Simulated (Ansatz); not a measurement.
How YIr₂ stores the work of compression

All numbers below come from DFT PBEsol, scalar-relativistic, plane waves, PAW in Ansatz 0.2.0. Settings: 420 eV cutoff, 8×8×8 k-mesh, Gaussian smearing of 0.10 eV, no spin polarisation.

Reference structure (relaxed):

```yaml
crystal:
  lattice:
    - [0.00000, 3.74658, 3.74658]
    - [3.74658, 0.00000, 3.74658]
    - [3.74658, 3.74658, 0.00000]
  atoms:
    - { symbol: Y, position: [0.50000, 0.50000, 0.50000] }
    - { symbol: Y, position: [0.75000, 0.75000, 0.75000] }
    - { symbol: Ir, position: [0.12500, 0.12500, 0.12500] }
    - { symbol: Ir, position: [0.62500, 0.12500, 0.12500] }
    - { symbol: Ir, position: [0.12500, 0.12500, 0.62500] }
    - { symbol: Ir, position: [0.12500, 0.62500, 0.12500] }
```

Cell and atoms were relaxed at each target pressure within the start's symmetry (Fd-3m), at zero temperature; other phases can be more stable under pressure. H = E + PV with P the target; E is the free energy at the smearing used, whose derivative the pressure is, per atom and counted from zero pressure. The mesh named is that at zero pressure; some other pressures ran on another.

Spin–orbit coupling is left out, which can shift energies with elements as heavy as these.

```
P (GPa) V (Å³/atom) E − E0 (meV) H − H0 (meV)
      0       17.530           0.0           0.0
      3       17.299           2.1         326.0
      8       16.945          14.2         860.3
     15       16.509          45.2        1590.8
     30       15.740         151.7        3098.9
     60       14.613         462.6        5935.2
```

Task: Thermodynamics gives dH/dP = V along a relaxed path. Integrate V over P by the trapezoid rule and compare with the computed enthalpies.

Result: With 1 eV/Å³ = 160.22 GPa, each step adds the mean volume times ΔP / 160.22:
```csv
P (GPa),∫V dP (meV),H − H0 (meV),difference (meV)
3,326.1,326.0,0.0
8,860.4,860.3,0.1
15,1591.2,1590.8,0.4
30,3100.8,3098.9,1.9
60,5942.6,5935.2,7.4
```

V(P) curves upward, so the trapezoid rule runs high; integrating a smooth curve through the same points (P as a polynomial of degree 4 in ln V) puts that excess at about 8.2 meV at 60 GPa, against the 7.4 meV found.

Task: At 60 GPa, how much of the enthalpy change is stored energy and how much is the PV term?

Result: E rises by 463 meV/atom and PV is 60 × 14.613 / 160.22 = 5473 meV/atom, so PV makes 92 % of ΔH. So between rival structures at high pressure a small difference in volume can outweigh the difference in energy: 1 % of this volume is worth 54.7 meV/atom at this pressure.

Task: What bulk modulus do the lowest pressures give?

Result: From the pressures that the runs reached, -2.99 GPa (17.782 Å³) and 2.99 GPa (17.299 Å³), B = −ΔP/Δln V = 5.98 / 0.0275 = 217 GPa, a mean over that range.